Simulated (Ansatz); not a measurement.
Computed properties of Sr$_{3}$Li$_{4}$Sb$_{4}$

Sr$_{3}$Li$_{4}$Sb$_{4}$:
```yaml
crystal:
  lattice:
    - [-2.35129, 3.64789, 7.72993]
    - [2.35129, -3.64789, 7.72993]
    - [2.35129, 3.64789, -7.72993]
  atoms:
    - { symbol: Sr, position: [0.00000, 0.50000, 0.50000] }
    - { symbol: Sb, position: [0.69446, 0.00000, 0.69446] }
    - { symbol: Sb, position: [0.30554, 0.00000, 0.30554] }
    - { symbol: Sb, position: [0.21401, 0.71401, 0.50000] }
    - { symbol: Sb, position: [0.78599, 0.28599, 0.50000] }
    - { symbol: Sr, position: [0.63028, 0.63028, 0.00000] }
    - { symbol: Sr, position: [0.36972, 0.36972, 0.00000] }
    - { symbol: Li, position: [0.98252, 0.17467, 0.80784] }
    - { symbol: Li, position: [0.63317, 0.82533, 0.80784] }
    - { symbol: Li, position: [0.36683, 0.17467, 0.19216] }
    - { symbol: Li, position: [0.01748, 0.82533, 0.19216] }
```

Space group Immm (No. 71); conventional cell a = 4.7026 Å, b = 7.2958 Å, c = 15.4599 Å, α = β = γ = 90.00°.

Method: DFT-LDA in the program Ansatz with PAW potentials. Structure relaxed to zero pressure with the same functional. Other levels are named where they apply.

Cell and energy:

```yaml
volume_per_atom: 24.11 Å³
density: 4.87 g/cm³
Formation energy from the elements (no fitted shifts): -0.95 eV/atom
```

Electronic structure:

```yaml
electronic_character: metallic (no gap)
Density of states at the Fermi level: 0.18 states/eV per atom (mean over ±0.08 eV)
```

Mechanics:

```yaml
Bulk modulus (Birch–Murnaghan fit): 39.9 GPa
Pressure derivative B′: 4.2
```

The workflow started from an entry of the Crystallography Open Database (COD). Its standing as an ambient phase is unchecked. The cell was relaxed with LDA under the symmetry of its start; whether a distortion lowers the energy is not shown. The references are the lowest solids computed at this level, not always the standard phases. Spin–orbit coupling is left out wherever it is not named.

Potentials: the later of the program's two PAW sets.
